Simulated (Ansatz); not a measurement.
Input file for Ansatz (a quantum-chemistry and plane-wave program):

Ansatz 0.2 input:
```yaml
crystal:
  lattice:
    - [2.2623430311, 1.306164358, 3.8837298035]
    - [-2.2623430311, 1.306164358, 3.8837298035]
    - [0.0, -2.612328716, 3.8837298035]
  atoms:
    - { symbol: Bi, position: [0.2366441081, 0.2366441081, 0.2366441081] }
    - { symbol: Bi, position: [0.7633558919, 0.7633558919, 0.7633558919] }
kpoints:
  mp_grid: { grid: [16, 16, 16] }
hamiltonian:
  xc: pbesol
  pseudopotentials: { kind: paw }
scf:
  occupations: { method: fermi_dirac, width: 0.1 }
elastic: { mode: relaxed_ion, stencil: two_point, amplitude: 0.005, f_tol: 0.0005 }
```

Output (shortened):

```
Pseudopotential: Bi, paw, valence charge 15
Functional definition: PBEsol
Crystal: 2 atoms, lattice volume = 68.858 Å³
Basis set: ecut = 420 eV, 1333 PW (Γ), exchange–correlation on 64×64×64 points (8 copies of the dense FFT grid, shifted against one another)
Bands: 19, of which v1, the nominal top of the filled ones, is band 15 counted from 1 (14 counted from 0)
Symmetry: 12 space group operations
Space group: R-3m (ITA 166), of the structure as read, at distance tolerance 4.1e-5 Å
k-points: 417 of 4096
SCF 1 converged in 12 iterations: F = -24484.004407 eV  dr2 = 1.07e-14
relax step   1: F+E_penalty+E_count = -24484.00440717 eV  Δ(F+E_penalty+E_count) = +0.000e0 eV  max|allowed force component| = 2.041e-2 eV/Å  Δτ_max = 0.0000 Å  (12 SCF iters, accepted)
Crystal: 2 atoms, lattice volume = 68.858 Å³
SCF 2 converged in 12 iterations: F = -24484.004467 eV  dr2 = 8.78e-14
relax step   2: F+E_penalty+E_count = -24484.00446746 eV  Δ(F+E_penalty+E_count) = -6.029e-5 eV  max|allowed force component| = 2.724e-3 eV/Å  Δτ_max = 0.0034 Å  (12 SCF iters, accepted)
Crystal: 2 atoms, lattice volume = 68.858 Å³
SCF 3 converged in 7 iterations: F = -24484.004469 eV  dr2 = 8.35e-14
relax step   3: F+E_penalty+E_count = -24484.00446858 eV  Δ(F+E_penalty+E_count) = -1.117e-6 eV  max|allowed force component| = 3.764e-5 eV/Å  Δτ_max = 0.0004 Å  (7 SCF iters, accepted)
Crystal: 2 atoms, lattice volume = 68.858 Å³
SCF 4 converged in 8 iterations: F = -24484.004469 eV  dr2 = 7.32e-14
Crystal: 2 atoms, lattice volume = 68.514 Å³
Basis set: ecut = 420 eV, 1329 PW (Γ), exchange–correlation on 64×64×64 points (8 copies of the dense FFT grid, shifted against one another)
Symmetry: 4 space group operations
k-points: 1098 of 4096
SCF 5 converged in 12 iterations: F = -24484.004023 eV  dr2 = 3.06e-14
relax step   1: F+E_penalty+E_count = -24484.00402266 eV  Δ(F+E_penalty+E_count) = +0.000e0 eV  max|allowed force component| = 1.623e-2 eV/Å  Δτ_max = 0.0000 Å  (12 SCF iters, accepted)
Crystal: 2 atoms, lattice volume = 68.514 Å³
SCF 6 converged in 9 iterations: F = -24484.004097 eV  dr2 = 6.42e-14
relax step   2: F+E_penalty+E_count = -24484.00409690 eV  Δ(F+E_penalty+E_count) = -7.425e-5 eV  max|allowed force component| = 6.680e-3 eV/Å  Δτ_max = 0.0031 Å  (9 SCF iters, accepted)
Crystal: 2 atoms, lattice volume = 68.514 Å³
SCF 7 converged in 8 iterations: F = -24484.004110 eV  dr2 = 5.83e-14
relax step   3: F+E_penalty+E_count = -24484.00410959 eV  Δ(F+E_penalty+E_count) = -1.268e-5 eV  max|allowed force component| = 2.319e-3 eV/Å  Δτ_max = 0.0015 Å  (8 SCF iters, accepted)
Crystal: 2 atoms, lattice volume = 68.514 Å³
SCF 8 converged in 8 iterations: F = -24484.004112 eV  dr2 = 1.92e-14
relax step   4: F+E_penalty+E_count = -24484.00411169 eV  Δ(F+E_penalty+E_count) = -2.108e-6 eV  max|allowed force component| = 2.327e-4 eV/Å  Δτ_max = 0.0008 Å  (8 SCF iters, accepted)
Crystal: 2 atoms, lattice volume = 68.514 Å³
SCF 9 converged in 2 iterations: F = -24484.004112 eV  dr2 = 1.99e-14
Crystal: 2 atoms, lattice volume = 69.203 Å³
Basis set: ecut = 420 eV, 1349 PW (Γ), exchange–correlation on 64×64×64 points (8 copies of the dense FFT grid, shifted against one another)
SCF 10 converged in 12 iterations: F = -24484.003963 eV  dr2 = 2.87e-14
relax step   1: F+E_penalty+E_count = -24484.00396252 eV  Δ(F+E_penalty+E_count) = +0.000e0 eV  max|allowed force component| = 1.557e-2 eV/Å  Δτ_max = 0.0000 Å  (12 SCF iters, accepted)
Crystal: 2 atoms, lattice volume = 69.203 Å³
SCF 11 converged in 9 iterations: F = -24484.004048 eV  dr2 = 9.80e-14
relax step   2: F+E_penalty+E_count = -24484.00404785 eV  Δ(F+E_penalty+E_count) = -8.534e-5 eV  max|allowed force component| = 1.517e-3 eV/Å  Δτ_max = 0.0044 Å  (9 SCF iters, accepted)
Crystal: 2 atoms, lattice volume = 69.203 Å³
SCF 12 converged in 7 iterations: F = -24484.004048 eV  dr2 = 4.74e-14
relax step   3: F+E_penalty+E_count = -24484.00404832 eV  Δ(F+E_penalty+E_count) = -4.608e-7 eV  max|allowed force component| = 3.463e-5 eV/Å  Δτ_max = 0.0003 Å  (7 SCF iters, accepted)
Crystal: 2 atoms, lattice volume = 69.203 Å³
SCF 13 converged in 2 iterations: F = -24484.004048 eV  dr2 = 3.77e-14
Crystal: 2 atoms, lattice volume = 68.514 Å³
SCF 14 converged in 12 iterations: F = -24484.004205 eV  dr2 = 1.53e-14
relax step   1: F+E_penalty+E_count = -24484.00420463 eV  Δ(F+E_penalty+E_count) = +0.000e0 eV  max|allowed force component| = 2.659e-2 eV/Å  Δτ_max = 0.0000 Å  (12 SCF iters, accepted)
Crystal: 2 atoms, lattice volume = 68.514 Å³
SCF 15 converged in 10 iterations: F = -24484.004310 eV  dr2 = 1.21e-14
relax step   2: F+E_penalty+E_count = -24484.00431002 eV  Δ(F+E_penalty+E_count) = -1.054e-4 eV  max|allowed force component| = 8.710e-5 eV/Å  Δτ_max = 0.0040 Å  (10 SCF iters, accepted)
Crystal: 2 atoms, lattice volume = 68.514 Å³
SCF 16 converged in 2 iterations: F = -24484.004310 eV  dr2 = 2.02e-14
Crystal: 2 atoms, lattice volume = 69.203 Å³
SCF 17 converged in 12 iterations: F = -24484.004075 eV  dr2 = 2.24e-14
relax step   1: F+E_penalty+E_count = -24484.00407505 eV  Δ(F+E_penalty+E_count) = +0.000e0 eV  max|allowed force component| = 2.673e-2 eV/Å  Δτ_max = 0.0000 Å  (12 SCF iters, accepted)
Crystal: 2 atoms, lattice volume = 69.203 Å³
SCF 18 converged in 10 iterations: F = -24484.004183 eV  dr2 = 1.42e-14
relax step   2: F+E_penalty+E_count = -24484.00418317 eV  Δ(F+E_penalty+E_count) = -1.081e-4 eV  max|allowed force component| = 8.723e-5 eV/Å  Δτ_max = 0.0040 Å  (10 SCF iters, accepted)
Crystal: 2 atoms, lattice volume = 69.203 Å³
SCF 19 converged in 2 iterations: F = -24484.004183 eV  dr2 = 1.40e-14
Crystal: 2 atoms, lattice volume = 68.858 Å³
SCF 20 converged in 10 iterations: F = -24484.004212 eV  dr2 = 2.87e-14
relax step   1: F+E_penalty+E_count = -24484.00421212 eV  Δ(F+E_penalty+E_count) = +0.000e0 eV  max|allowed force component| = 2.448e-2 eV/Å  Δτ_max = 0.0000 Å  (10 SCF iters, accepted)
Crystal: 2 atoms, lattice volume = 68.858 Å³
SCF 21 converged in 9 iterations: F = -24484.004349 eV  dr2 = 8.45e-15
relax step   2: F+E_penalty+E_count = -24484.00434868 eV  Δ(F+E_penalty+E_count) = -1.366e-4 eV  max|allowed force component| = 1.343e-2 eV/Å  Δτ_max = 0.0036 Å  (9 SCF iters, accepted)
Crystal: 2 atoms, lattice volume = 68.858 Å³
SCF 22 converged in 9 iterations: F = -24484.004409 eV  dr2 = 2.37e-14
relax step   3: F+E_penalty+E_count = -24484.00440887 eV  Δ(F+E_penalty+E_count) = -6.019e-5 eV  max|allowed force component| = 9.180e-4 eV/Å  Δτ_max = 0.0044 Å  (9 SCF iters, accepted)
Crystal: 2 atoms, lattice volume = 68.858 Å³
SCF 23 converged in 8 iterations: F = -24484.004405 eV  dr2 = 7.60e-14
relax step   4: F+E_penalty+E_count = -24484.00440522 eV  Δ(F+E_penalty+E_count) = +3.650e-6 eV  max|allowed force component| = 5.038e-3 eV/Å  Δτ_max = 0.0009 Å  (8 SCF iters, rejected (line search))
Crystal: 2 atoms, lattice volume = 68.858 Å³
SCF 24 converged in 8 iterations: F = -24484.004409 eV  dr2 = 5.47e-14
relax step   5: F+E_penalty+E_count = -24484.00440905 eV  Δ(F+E_penalty+E_count) = -1.847e-7 eV  max|allowed force component| = 4.645e-6 eV/Å  Δτ_max = 0.0002 Å  (8 SCF iters, accepted)
Crystal: 2 atoms, lattice volume = 68.858 Å³
SCF 25 converged in 2 iterations: F = -24484.004409 eV  dr2 = 4.61e-14
Crystal: 2 atoms, lattice volume = 68.858 Å³
SCF 26 converged in 10 iterations: F = -24484.004214 eV  dr2 = 2.79e-14
relax step   1: F+E_penalty+E_count = -24484.00421431 eV  Δ(F+E_penalty+E_count) = +0.000e0 eV  max|allowed force component| = 2.423e-2 eV/Å  Δτ_max = 0.0000 Å  (10 SCF iters, accepted)
Crystal: 2 atoms, lattice volume = 68.858 Å³
SCF 27 converged in 9 iterations: F = -24484.004406 eV  dr2 = 4.72e-14
relax step   2: F+E_penalty+E_count = -24484.00440630 eV  Δ(F+E_penalty+E_count) = -1.920e-4 eV  max|allowed force component| = 2.537e-3 eV/Å  Δτ_max = 0.0083 Å  (9 SCF iters, accepted)
Crystal: 2 atoms, lattice volume = 68.858 Å³
SCF 28 converged in 8 iterations: F = -24484.004408 eV  dr2 = 1.62e-14
relax step   3: F+E_penalty+E_count = -24484.00440767 eV  Δ(F+E_penalty+E_count) = -1.372e-6 eV  max|allowed force component| = 1.175e-4 eV/Å  Δτ_max = 0.0005 Å  (8 SCF iters, accepted)
Crystal: 2 atoms, lattice volume = 68.858 Å³
SCF 29 converged in 2 iterations: F = -24484.004408 eV  dr2 = 2.01e-14
SCF converged after 8 iterations
Stability not checked: this state was not tested for a lower state beside it, because too few of the mixer's solves of this state at the end of the SCF gave a …
Free energy (F): -24484.004469 eV
Harris-Foulkes:  -24484.004469 eV  (|F-HF|=7.28e-12)
Internal energy: -24483.990449 eV  (E = F + TS)
E sigma→0 (E₀):  -24483.997459 eV
Entropy (-TS):   -0.014020 eV (-7.010 meV/atom)
Fermi energy:    9.912192 eV
--- Per-component energies (eV) ---
  E_band       = -212.752930
  E_kinetic    = 605.659657
  E_local      = -3075.827433  (includes V_loc(G=0)·N_el)
  E_nonlocal   = 1123.010472
  E_hartree    = 998.545624
  E_xc         = -300.292819
  E_vxc        = -288.027981  (∫ρ·V_xc dr)
  E_paw        = -21019.217460  (= ΣΔE_a)
  E_vpaw       = -574.657953  (= ΣTr[D̂ρ^β])
  E_aug_tail   = -0.000933  (compensation charges beyond the density's cutoff)
  E_ewald      = -2816.047061
  E_core_change = 0.179504  (= ΣΔE_core)
  E_smearing   = -0.014020  (= −TS)
  E_closure    = 0.000000  (closes the sum)
  Σ components = -24484.004469   (vs F -24484.004469, Δ=0.00e0)
--- Forces (eV/Å), atoms counted from 1 ---
  atom   1  Bi     0.00000000     0.00000000    -0.00003764
  atom   2  Bi     0.00000000     0.00000000     0.00003764
  max |Σ_I F_I| component: 5.78e-18 eV/Å
--- Stress (GPa, compression-positive) ---
       -0.016580       0.000000       0.000000
        0.000000      -0.016580       0.000000
        0.000000       0.000000      -0.031624
  P = ⅓ Tr σ = -0.0216 GPa (-0.216 kbar)
--- Band table (eV; the first three rows and the last of 417) ---
  k-point 0: bands = ["-13.0248", "-13.0248", "-12.8664", "-12.8664", "-12.8556", "-12.6739", "-12.6664", "-12.6664", "-12.5384", "-12.5384", "-3.3191", "2.4765", "8.3494", "8.6281", "8.6281", "12.6104", "12.9151", "12.9151", "15.3499"]
  k-point 1: bands = ["-13.0214", "-13.0208", "-12.8649", "-12.8642", "-12.8535", "-12.6757", "-12.6682", "-12.6678", "-12.5428", "-12.5420", "-3.2816", "2.3833", "8.3703", "8.6293", "8.6354", "12.5289", "12.7001", "12.8038", "15.1843"]
  k-point 2: bands = ["-13.0114", "-13.0092", "-12.8607", "-12.8576", "-12.8475", "-12.6813", "-12.6737", "-12.6718", "-12.5557", "-12.5527", "-3.1694", "2.1180", "8.4200", "8.6348", "8.6638", "12.1453", "12.3576", "12.5066", "14.8868"]
  k-point 416: bands = ["-12.9084", "-12.9084", "-12.8199", "-12.8199", "-12.8037", "-12.7225", "-12.7044", "-12.7044", "-12.6664", "-12.6664", "-1.8894", "-0.2788", "9.0335", "9.3400", "9.3400", "10.3891", "10.3891", "10.4340", "17.0904"]
--- Elastic constants: 3 strain directions × 2 members + reference (group order 12) ---
  dense FFT box of the reference and of every strained cell: 32×32×32
  strains applied: 11, 33, 23; error gains …
  reference relaxed by the batch: 3 steps …
  largest displacement 3.0e-3 Å; the constants are those of the deck's cell at these positions:
  atoms:
    - { symbol: Bi, position: [0.23690398699574028, 0.23690398699574028, 0.2369039869957403] }
    - { symbol: Bi, position: [0.7630960130042593, 0.7630960130042593, 0.7630960130042594] }
  C = ∂σ_k/∂η_j (tension-positive GPa; Voigt order 11 22 33 23 13 12):
        72.448     30.987     27.516     -6.644      0.000      0.000
        30.987     72.448     27.516      6.644      0.000      0.000
        27.503     27.503     41.559      0.000      0.000      0.000
        -6.587      6.587      0.000     11.362      0.000      0.000
         0.000      0.000      0.000      0.000     11.362     -6.587
         0.000      0.000      0.000      0.000     -6.644     20.731
  reference stress σ⁰ (GPa):      0.017      0.017      0.032      0.000      0.000      0.000
  moduli (Voigt/Reuss/Hill, GPa): K = 39.83/36.40/38.11   G = 15.39/11.89/13.64   E = 36.56   ν = 0.340
  mechanically stable: yes (min eigenvalue of sym C = 7.94 GPa)
  strain η (Voigt 11):  stress-route row diagonal C_11 = 72.45 GPa, energy-path curvature d²(F+E_count+ΔE)/dδ²/Ω₀ = 72.47 GPa
         δ    σ_11 (GPa)             F (eV)   n_scf  n_hpsi   n_pw
    -5.000e-3      -0.3499      -24484.0041117       2  233610   1366   relax 4 steps, max|allowed force component| 2.33e-4 eV/Å
     5.000e-3       0.3746      -24484.0040483       2  233551   1390   relax 3 steps, max|allowed force component| 3.46e-5 eV/Å
  strain η (Voigt 33):  stress-route row diagonal C_33 = 41.56 GPa, energy-path curvature d²(F+E_count+ΔE)/dδ²/Ω₀ = 41.55 GPa
         δ    σ_33 (GPa)             F (eV)   n_scf  n_hpsi   n_pw
    -5.000e-3      -0.1812      -24484.0043100       2   88621   1368   relax 2 steps, max|allowed force component| 8.71e-5 eV/Å
     5.000e-3       0.2344      -24484.0041832       2   88518   1388   relax 2 steps, max|allowed force component| 8.72e-5 eV/Å
  strain η (Voigt 23):  stress-route row diagonal C_44 = 11.36 GPa, energy-path curvature d²(F+E_count+ΔE)/dδ²/Ω₀ = 11.33 GPa
         δ    σ_23 (GPa)             F (eV)   n_scf  n_hpsi   n_pw
    -5.000e-3      -0.0557      -24484.0044091       2  233592   1374   relax 5 steps, max|allowed force component| 4.65e-6 eV/Å
     5.000e-3       0.0579      -24484.0044077       2  233574   1377   relax 3 steps, max|allowed force component| 1.18e-4 eV/Å
```

Cost: about 26 core-minutes (a rough figure) on shared cores.

The PBEsol relaxation kept the symmetry of its start. As this level gives no gap, shear constants depend on the k-mesh and smearing (Fermi–Dirac, 0.1 eV here). Axis ratios of metals converge slowly with the k-mesh, so a and c are less sure than the volume. Scalar-relativistic: spin–orbit coupling is off unless named, which matters more the heavier the elements.

Potentials: the later of the program's two PAW sets.

Ansatz is a plane-wave DFT program.
